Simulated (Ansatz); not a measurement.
HgTe in space group C2/c (No. 15; Hg on 4a, Te on 4e) under volume change, PBE in the plane-wave PAW code Ansatz, shape and atoms relaxed at each volume.

```tsv
V (Å³/atom)	E − E(relaxed) (meV/atom)	P (GPa)
34.540	5.0	0.53
35.679	2.0	0.30
36.818	0.5	0.16
37.957	0.0	0.00
39.095	0.4	-0.10
40.234	1.4	-0.18
41.373	2.9	-0.23
```

**Question.** What does a third-order Birch–Murnaghan fit give for V₀, B₀ and B′?

**Answer.** V₀ = 38.02 Å³/atom, B₀ = 3.9 GPa, B′ = 7.6.

The cell is a constructed one: a structure type filled with these elements; neither database checked (COD, Materials Project) lists it. It is not the phase usual at ambient conditions (space group No. 216). The PBE relaxation kept the symmetry of its start; its stability against distortions is not shown here. Spin–orbit coupling is left out wherever it is not named.

Potentials: the later of the program's two PAW sets.
